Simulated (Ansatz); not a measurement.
According to LDA in the plane-wave PAW code Ansatz, Be in the hcp (Mg type) structure (P6_3/mmc) relaxes to a = 2.226 Å, c = 3.516 Å. Be has 12 nearest neighbours from 2.18 Å (anticuboctahedral).

Electronic character: metallic (no gap).

Its a lies over 2 % below tabulated measurements.

The cell was relaxed with LDA under the symmetry of its start. Axis ratios of metals converge slowly with the k-mesh, so a and c are less sure than the volume.

Potentials: the later of the program's two PAW sets.
